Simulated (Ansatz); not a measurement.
Input and command of a plane-wave DFT calculation in Ansatz:

```yaml
crystal:
  lattice:
    - [-2.3911178273, 2.3911178273, 8.313857574]
    - [2.3911178273, -2.3911178273, 8.313857574]
    - [2.3911178273, 2.3911178273, -8.313857574]
  atoms:
    - { symbol: Sn, position: [0.4165, 0.4165, 0.0] }
    - { symbol: Sn, position: [0.1665, 0.6665, 0.5] }
    - { symbol: Sn, position: [0.3335, 0.8335, 0.5] }
    - { symbol: Sn, position: [0.5835, 0.5835, 0.0] }
    - { symbol: I, position: [0.0, 0.0, 0.0] }
    - { symbol: I, position: [0.75, 0.25, 0.5] }
basis:
  ecutwfc: 420
kpoints:
  mp_grid: { grid: [6, 6, 6] }
hamiltonian:
  xc: pbe
scf:
  occupations: { method: gaussian, width: 0.1 }
  lower_state_search: "off"
output:
  forces: true
  stress: true
  eigenvalues: true
```

```bash
ansatz run input.yaml --threads 1 --pin off --max-ram 2560MiB --backend cpu --events-out ev --progress --plain --runs-dir out
```

Processor: Arm Neoverse V1, 1 thread, on a host shared with other jobs.

Problem. How long does it run, and how much memory does it take?

Solution. About 23 s on 1 thread of Arm Neoverse V1, on a shared host, peak memory 0.53 GiB. It solves 54 bands at 30 k points (the mesh reduced by the symmetry that the task leaves, which can be less than the crystal's) with about 3675 plane waves, in 8 SCF iterations.
